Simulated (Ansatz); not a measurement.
Computed with Ansatz, DFT PBE, scalar-relativistic, plane waves, PAW. Cutoff 420 eV, Γ-centred meshes of about 0.25 Å⁻¹ or finer for metals and 0.3 Å⁻¹ for insulators (2π included), Gaussian smearing. Collinear spin where magnetic atoms keep a moment.

All energies are static (0 K, no zero-point motion).

Two forms of B4N3 were relaxed alike.

1. (no moments)

```
B N
1.0
     3.60569    0.00000    0.00000
     0.00000    3.60569    0.00000
     0.00000    0.00000    3.60569
B N
4 3
Direct
  0.73867 0.26133 0.73867
  0.26133 0.73867 0.73867
  0.73867 0.73867 0.26133
  0.26133 0.26133 0.26133
  0.50000 0.50000 0.00000
  0.50000 0.00000 0.50000
  0.00000 0.50000 0.50000
```

2. (ferromagnetic moments up to 0.7 μB)

```
B N
1.0
     4.34256    0.00000    0.00000
    -2.17128    3.76077    0.00000
     0.00000    0.00000    6.20959
B N
4 3
Direct
  0.66653 0.66653 0.50000
  0.00000 0.33347 0.50000
  0.33347 0.00000 0.50000
  0.00000 0.00000 0.00000
  0.00000 0.66685 0.50000
  0.66685 0.00000 0.50000
  0.33315 0.33315 0.50000
```

**Question.** Which form is favoured at zero pressure, and by what margin per atom?

**Answer.** Cell 1 is lower, by 151 meV/atom. Cell 1 has space group P-43m (No. 215), 6.7 Å³/atom and no gap on its mesh; cell 2 has space group P-62m (No. 189), 14.5 Å³/atom and no gap. Counting N atoms around B (those within 1.25 times the shortest such distance or 1.15 times the sum of covalent radii, 1.27 where that leaves under three; a plus sign parts nearer from farther groups; the shortest distance is added where it exceeds 1.18 times the sum of covalent radii; a slash parts the counts of unlike sites), cell 1 has B 3 and cell 2 has B 3/6+6 from 3.4 Å. Their magnetic states differ too. In cell 1, around B lie 3 N at 1.54 Å; around N lie 4 B at 1.54 Å. In cell 2, B on a site of symmetry m2m is surrounded by 3 N at 1.45 Å, 6 B at 2.51 Å, 3 N at 2.89–2.90 Å and 2 B at 3.43 Å; around B on a site of symmetry -62m lie 6 N at 3.43 Å and 6 B at 3.43 Å (long against covalent radii, as for large ions); N has 3 B at 1.45 Å, 6 N at 2.51 Å, 3 B at 2.89–2.90 Å and 2 B at 3.43 Å. Both come from trial cells of a structure search, whose lowest cell (C2, 8.5 Å³/atom) lies 56 meV/atom below the lower of the two.

Weakly bound directions are ill-defined at this level, which has no dispersion term (P-62m), and this can change margins and order among such cells. In P-43m an odd number of electrons in the primitive cell allows no gap without spin; a larger cell or a magnetic state could open one. Another magnetic order may lie lower. Trial moments fell under 0.15 μB along the way in P-43m; another start might hold them. With atoms moved at random, cell 1 came back. Cell 2 had no clear such test and can be a saddle point. Some candidate types were left out of the draw beforehand, so a known form may be missing.
